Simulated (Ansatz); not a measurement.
**Re (dhcp): energy against volume**

Theory: DFT, r2SCAN, plane waves (500 eV) with PAW, scalar-relativistic (Ansatz 0.2.0). The PAW files were generated under PBE, with cores re-solved for the functional.

The cell is scaled uniformly from the relaxed one, with fractional coordinates and shape fixed. Energies are extrapolated to zero smearing, pressures are those at the given smearing. Magnetic state: spin not included.

A Birch-Murnaghan fit gives V₀ = 14.69 Å³/atom, B₀ = 388 GPa, B₀′ = 4.4.

Q: What are the energy above the minimum and the pressure at 12.930 Å³/atom?

A: 321.8 meV/atom and 65.57 GPa as computed.

Q: What are the energy above the minimum and the pressure at 15.868 Å³/atom?

A: 99.4 meV/atom and -25.11 GPa as computed.

Q: What are the energy above the minimum and the pressure at 16.456 Å³/atom?

A: 209.3 meV/atom and -34.09 GPa as computed.
